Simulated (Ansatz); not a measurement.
## Cu4O, before and after

A trial structure of Cu4O was built thus: random cell by space group and Wyckoff sites (Pm-3m, No. 221). Lengths were set from tabulated atomic sizes, so they are only a guess.

start.cif

```cif
data_structure
_symmetry_space_group_name_H-M 'Pm-3m'
_symmetry_Int_Tables_number 221
_cell_length_a 3.8750
_cell_length_b 3.8750
_cell_length_c 3.8750
_cell_angle_alpha 90.000
_cell_angle_beta 90.000
_cell_angle_gamma 90.000
_cell_volume 58.18
loop_
_atom_site_label
_atom_site_type_symbol
_atom_site_symmetry_multiplicity
_atom_site_Wyckoff_symbol
_atom_site_fract_x
_atom_site_fract_y
_atom_site_fract_z
_atom_site_occupancy
Cu1 Cu 1 b 0.50000 0.50000 0.50000 1
Cu2 Cu 3 d 0.50000 0.00000 0.00000 1
O1 O 1 a 0.00000 0.00000 0.00000 1
```

Method: DFT PBE, scalar-relativistic, plane waves, PAW in Ansatz 0.2.0. Cutoff 420 eV, Gaussian smearing, Γ-centred meshes. Cell and atoms relax first on a coarse mesh and then on a finer one. In between, the cell is made exact in the group found at 0.06 Å. In metals the finer mesh still leaves noise of several meV/atom or more. The steps can't lower the symmetry of their start. Collinear spin, starting moments Cu 1.0 (×4) μB; they died out on the coarse mesh, so the last step has no spin.

end.cif

```cif
data_structure
_symmetry_space_group_name_H-M 'Pm-3m'
_symmetry_Int_Tables_number 221
_cell_length_a 3.9615
_cell_length_b 3.9615
_cell_length_c 3.9615
_cell_angle_alpha 90.000
_cell_angle_beta 90.000
_cell_angle_gamma 90.000
_cell_volume 62.17
loop_
_atom_site_label
_atom_site_type_symbol
_atom_site_symmetry_multiplicity
_atom_site_Wyckoff_symbol
_atom_site_fract_x
_atom_site_fract_y
_atom_site_fract_z
_atom_site_occupancy
Cu1 Cu 1 b 0.50000 0.50000 0.50000 1
Cu2 Cu 3 d 0.50000 0.00000 0.00000 1
O1 O 1 a 0.00000 0.00000 0.00000 1
```

The symmetry stays Pm-3m (No. 221). The volume per atom grows by 6.8 %, from 11.6 to 12.4 Å³. The shortest distance goes from 1.94 Å (Cu–O) to 1.98 Å (Cu–O).

* Volume per atom: 12.43 Å³
* Density: 7.22 g/cm³
* Energy over the elements: +0.10 eV/atom
* Gap on the 10×10×10 mesh of the 5-atom cell: 0 eV (a metal)

Formation energies are uncorrected and refer to the elements' standard structures at the same level (O₂ as a molecule). The separate elements lie lower, so it is unstable against them.

The last run used Gaussian smearing of 0.10 eV. No Hubbard U is applied to the 3d shell of Cu. Symmetry constrained the relaxation, so the result can be a saddle point. In all, the 3 runs took 64 s on 1 thread of Intel(R) Xeon(R) CPU @ 2.80GHz (Skylake/Cascade Lake), on a shared host.
